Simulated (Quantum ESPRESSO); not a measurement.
# Where does As sit best among P sites?

The results below are calculated, not measured. They come from pw.x of Quantum ESPRESSO 7.5, a plane-wave density functional program, with PseudoDojo standard norm-conserving files (v0.5 for PBE, v0.4.1 for LDA and PBEsol). The cells are made up: elements, strain and atom displacements were drawn at random, and nothing was relaxed. There is no spin polarisation, spin-orbit coupling or dispersion term.

The cell has 8 sites of a zincblende or diamond lattice. Sites 1 to 4 hold Ga In Si In; sites 5 to 8 hold X X X X. Cell vectors in Å: (5.627, 0.073, -0.081); (0.073, 5.794, 0.034); (-0.081, 0.034, 5.728). Settings: PBE, cutoff 1143 eV, 6 x 6 x 6 k mesh shifted by half a step, Fermi-Dirac smearing of 0.1 eV.

In each run one of the sites marked X holds As and the others hold P; cell and positions stay the same. E is the free energy of the cell.

| site of the guest | first shell | mean distance (Å) | E above the lowest (eV) | P (GPa) | force on the guest (eV/Å) |
| --- | --- | --- | --- | --- | --- |
| 5 | GaIn2Si | 2.491 | 0.000 | 5.58 | 2.809 |
| 6 | GaIn2Si | 2.491 | 0.108 | 5.74 | 4.441 |
| 7 | GaIn2Si | 2.453 | 0.142 | 5.78 | 2.714 |
| 8 | GaIn2Si | 2.471 | 0.032 | 5.65 | 2.032 |

A rerun of one of these cells at 1437 eV and k mesh 8 x 8 x 8 moved values by no more than 0.002 eV in the cell's energy, 0.06 GPa in stress and 0.006 eV/Å in force.

## Reading the table

Site 5 is lowest, by 0.032 eV, over three times the rerun's bound. A straight line of energy against the mean distance has a slope of -1.9 ± 2.2 eV/Å, so these few sites cannot settle whether the distance sets the order. The positions are random and not relaxed, so the differences hold for this frozen cell and are not site preferences of a real crystal.